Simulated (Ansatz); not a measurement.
# Al3BP4 (ordering on zincblende): the band gap by level of theory

All numbers come from Ansatz. Values at 0 K without nuclear motion; spin polarisation is off, and the phase may be a hypothetical one.

The cell is an ordered 8-atom cell of Al3BP4 on the zincblende lattice (R3m); cell and atoms were relaxed with r2SCAN. It is trigonal, R3m (No. 160); conventional cell a = 3.717 Å, c = 36.913 Å, 18.40 Å³ an atom. Around B lie 4 P at 1.97–2.23 Å; around Al lie 4 P at 2.32–2.37 Å; around Al lie 4 P at 2.32–2.36 Å; around P lie 3 B at 2.23 Å and 1 Al at 2.37 Å; around P lie 4 Al at 2.32–2.36 Å; around P lie 1 B at 1.97 Å and 3 Al at 2.32 Å.

Relaxed lattice by functional, symmetry kept:
```csv
functional,k mesh,a (Å),c (Å),volume (Å³/atom)
PBE,8×8×8,3.732,37.098,18.64
r2SCAN,8×8×8,3.717,36.913,18.40
```

Gaps on the r2SCAN cell, each the least over its mesh and the special points:
```json
{"level": "PBE", "k mesh": "8×8×8", "gap (eV)": "1.18", "kind": "direct", "edges": "Γ", "least direct gap (eV)": "1.18", "rough cost": "50 core-seconds"}
{"level": "r2SCAN", "k mesh": "8×8×8", "gap (eV)": "1.43", "kind": "direct", "edges": "Γ", "least direct gap (eV)": "1.43", "rough cost": "80 core-seconds"}
{"level": "HSE06", "k mesh": "4×4×4", "gap (eV)": "1.89", "kind": "indirect", "edges": "Γ → F", "least direct gap (eV)": "1.99", "rough cost": "12 core-minutes"}
{"level": "PBE0", "k mesh": "4×4×4", "gap (eV)": "2.59", "kind": "indirect", "edges": "Γ → F", "least direct gap (eV)": "2.69", "rough cost": "13 core-minutes"}
```
PBE: smearing of 0.02 eV; the others have fixed occupations.
Wave cutoffs: 420 eV, 500 eV (r2SCAN).
Costs come from shared machines and give only the order; PBE's includes the band path. The runs had 4 threads of Intel(R) Xeon(R) Processor @ 2.50GHz (Skylake/Cascade Lake), with other jobs on the host.

The HSE06 gap is indirect, 1.89 eV (Γ to F), below the direct gap of 1.99 eV at Γ.

r2SCAN covers 35 % of the step from PBE to HSE06, while HSE06 needs about 9 times r2SCAN's rough cost (on a coarser mesh). The levels disagree on the kind of gap: direct with PBE, r2SCAN; indirect with HSE06, PBE0.
